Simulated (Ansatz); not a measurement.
**Ag: strain energy, fitted**

Ag, R-3m, a = 2.869 Å, c = 21.059 Å. This isn't the element's structure at ambient conditions. Ansatz: PBEsol, PAW, 420 eV, Γ-centred 12×12×2 mesh on 9 atoms, Gaussian smearing 0.10 eV; no spin polarisation. Series: biaxial strain in the a-b plane, c and atoms relaxed; x is the strain in per cent. y is the free energy over the unstrained cell, V0 = 16.677 Å³/atom.

| x (%) | y (meV/atom) |
| --- | --- |
| -3.0 | ? |
| -2.0 | 11.37 |
| -1.0 | 3.43 |
| 0.0 | 0.00 |
| 1.0 | 0.71 |
| 2.0 | 5.30 |
| 3.0 | 12.96 |

Problem. Fit y = c2 x² + c3 x³ to the other rows, turn c2 into a modulus, and predict the missing energy.

Solution. Least squares on the rows shown. y = 2.2262 x² − 0.28209 x³. In eV per unit strain² c2 is 22.26; M is the biaxial modulus (E = M V0 ε²): 22.26 × 160.2 / (16.677) = 214 GPa. The unstrained cell keeps some stress along the strain, worth a slope of -0.91 meV/atom per %, which the form leaves out. With a term in x⁴ added, the coefficient of x² becomes 1.718, 23 % less, which shows how far this figure hangs on the form. At x = -3.0 the fit asked for gives 27.65 meV/atom. The run gave 24.17 meV/atom, so the fit is 3.48 meV/atom too high, 14 % of the span of the series, against an rms of 0.95 meV/atom on the fitted rows. The row lies outside the fitted range. With a term in x⁴ added, a fit to the same known rows predicts 33.85 meV/atom, further off still.